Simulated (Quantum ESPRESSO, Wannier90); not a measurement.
## Wannierisation of Au (fcc (Cu type))

```yaml
crystal:
  lattice:
    - [0.00000, 2.08564, 2.08564]
    - [2.08564, 0.00000, 2.08564]
    - [2.08564, 2.08564, 0.00000]
  atoms:
    - { symbol: Au, position: [0.00000, 0.00000, 0.00000] }
```

Materials Project entry mp-81; symmetrised, unrelaxed at this level. This is the element's usual structure. Method: PBEsol plane waves in Quantum ESPRESSO 7.5 (PseudoDojo norm-conserving files, 61 Ry, no spin polarisation, no spin-orbit coupling), Bloch states on a 12×12×12 mesh through Γ, Wannier90 4.0.1. Density: 18×18×18 mesh, cold smearing 0.01 Ry. Spin-orbit coupling is left out although heavy elements are present.

Valence charges of the files: Au 19. 21 bands were computed.

Isolated groups of bands, relative to the Fermi level (bands from 5 on overlap up to the last one computed):

```tsv
bands	from (eV)	to (eV)	filling	weight on atomic waves
1	-105.35	-105.34	filled	Au 5s 99 %
2–4	-56.75	-56.58	filled	Au 5p 100 %
```

Wanted is a model with the orbitals Au s p d, without the filled groups that are mainly made of other shells (semicore states, and anion s where it isn't named); all higher bands stay in for disentanglement.

Task: Give num_wann, exclude_bands and num_bands, and the number of electrons that the model holds.

Result: Electrons: 1×19 = 19, or 9.5 bands' worth; no gap over 0.05 eV opens at the Fermi level at this level of theory.
num_wann = 1×9 = 9.
exclude_bands = 1-4, 4 bands, so num_bands = 21 − 4 = 17.
The model holds 19 − 2×4 = 11 electrons. With the window frozen to 1.50 eV it follows pw.x to 1.4 meV rms (states up to 1.0 eV relative to the Fermi level).
